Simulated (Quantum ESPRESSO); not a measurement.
## CuSnNbLi3Mo2 (one composition in several site orders)

Computed values, not a measurement. The program is pw.x of Quantum ESPRESSO 7.5 (plane-wave density functional theory). The cell is made up: eight metal atoms on a hexagonal close-packed lattice, with elements, volume, strain and displacements drawn at random and not relaxed, so it may be unstable or far from any real phase. PseudoDojo standard norm-conserving files set the functional (PBE unless stated); there is no spin polarisation or spin-orbit coupling, the Fermi-Dirac width of 0.25 eV means electrons at about 2900 K, and the masses in the input are unused placeholders. The copper pseudopotential is less sure than most, with forces differing by about three percent and pressure by about two GPa from a second method on plain copper. The tin pseudopotential is less sure than most, with forces differing by about three percent from a second method on plain tin. A spin test at this wide smearing found no moment, but such smearing suppresses magnetism that the real alloy may have.

The runs put one composition on the sites in different orders. Cell, positions, cutoff, mesh and smearing stay as in the input of run 1; sites are counted in its order. Stress in the tables is positive in tension.

Input of run 1:

```
&control calculation='scf', pseudo_dir='./dojo.nc.sr.pbe.v0_5.standard.upf', outdir='./o', disk_io='medium', tprnfor=.true., tstress=.true. /
&system ibrav=0, nat=8, ntyp=5, nbnd=54, ecutwfc=92.02030273, nosym=.true., tot_charge=0,
 occupations='smearing', smearing='fd', degauss=0.0183746611
/
&electrons conv_thr=1.470e-08, electron_maxstep=70, mixing_beta=0.5 /
ATOMIC_SPECIES
Cu 1.0 Cu.upf
Li 1.0 Li.upf
Mo 1.0 Mo.upf
Nb 1.0 Nb.upf
Sn 1.0 Sn.upf
CELL_PARAMETERS angstrom
-2.9623 -0.0219 -0.0236
0.0007 5.067 -4.7218
-0.0754 -5.0562 -4.71
ATOMIC_POSITIONS angstrom
Cu 0.032 -0.0355 0.0338
Sn -0.0504 1.6574 -2.3768
Nb -0.0634 0.1467 -4.7689
Li -0.0901 1.7379 -7.104
Mo -1.5214 -0.8705 -2.3987
Mo -1.5429 -2.4518 -4.6759
Li -1.5126 -0.8052 -7.0747
Li -1.4945 2.5448 -4.7253
K_POINTS automatic
8 4 4 1 1 1
```

| run | elements on sites 1 to 8 | free energy less that of run 1 (eV) | -TS (eV) | pressure (GPa) | stress xx (GPa) | stress yy (GPa) | stress zz (GPa) | stress yz (GPa) | stress xz (GPa) | stress xy (GPa) | iterations |
| --- | --- | --- | --- | --- | --- | --- | --- | --- | --- | --- | --- |
| 1 | Cu Sn Nb Li Mo Mo Li Li | 0.000 | -1.380 | -6.29 | 10.37 | 3.99 | 4.51 | 1.53 | 0.07 | 0.45 | 18 |
| 2 | Mo Mo Li Nb Li Cu Li Sn | 0.252 | -1.421 | -7.13 | 9.50 | 4.21 | 7.69 | -0.36 | 0.55 | 0.95 | 18 |
| 3 | Li Mo Cu Sn Nb Mo Li Li | -0.424 | -1.404 | -6.01 | 8.94 | 3.60 | 5.49 | 2.38 | -0.16 | 0.38 | 17 |
| 4 | Sn Li Cu Li Mo Mo Li Nb | -0.088 | -1.335 | -7.78 | 9.78 | 7.32 | 6.23 | 0.10 | 0.41 | 0.78 | 18 |
| 5 | Mo Li Li Nb Mo Sn Cu Li | -0.444 | -1.374 | -5.54 | 8.40 | 5.46 | 2.75 | 2.32 | -0.09 | -0.08 | 19 |
| 6 | Li Mo Nb Li Cu Li Mo Sn | -0.381 | -1.369 | -5.11 | 8.52 | 2.69 | 4.13 | 1.89 | 0.22 | 0.15 | 19 |

Forces Fx Fy Fz (eV/Å):

```
site              run 1              run 2             run 3              run 4              run 5              run 6
   1   -0.06 0.35 -0.47   -0.11 2.21 -0.44  -0.06 0.34 -0.02   -0.19 1.29 -0.27     0.07 0.29 0.02    0.00 0.08 -0.46
   2     0.10 0.53 0.79    0.08 -0.14 2.17  -0.01 -0.29 1.37    0.07 -0.02 0.25     0.05 0.32 0.15   -0.12 0.31 -0.36
   3    0.06 -1.98 0.84    0.04 -0.73 0.26   0.00 -0.60 0.37    0.07 -0.39 0.50   0.05 -0.46 -0.07    0.12 -1.48 0.73
   4   0.07 -0.14 -0.18   0.24 -0.34 -2.17   0.19 -1.07 0.54     0.11 0.01 0.06  -0.02 -0.34 -0.09    0.07 0.35 -0.13
   5   0.11 -0.44 -1.02   -0.01 0.35 -0.12  -0.04 1.86 -1.58   0.07 -1.17 -1.30    0.02 -0.07 1.72    0.01 0.61 -0.20
   6    -0.17 0.91 0.63  -0.03 -0.94 -0.27   0.02 0.16 -1.06    -0.08 0.95 1.13  -0.05 -0.19 -1.64  -0.04 -0.16 -0.17
   7  -0.03 -0.06 -0.58   -0.09 -0.40 0.16  -0.06 -0.02 0.37    -0.01 0.03 0.60   -0.06 0.24 -0.34    0.11 -0.99 0.96
   8   -0.07 0.83 -0.01   -0.12 -0.01 0.40  -0.04 -0.38 0.01  -0.05 -0.70 -0.98    -0.05 0.21 0.25   -0.16 1.28 -0.39
```

The sites are displaced and not relaxed, so the energy differences mix bonding between neighbours with strain and are not ordering energies. A rerun of one cell of this series at a higher cutoff and on a denser mesh moved values by no more than 0.005 eV in energy, 0.02 GPa in stress and 0.006 eV/Å in force, and a second program with other atomic files agreed on that cell to 2 % rms in force and 0.5 GPa in pressure.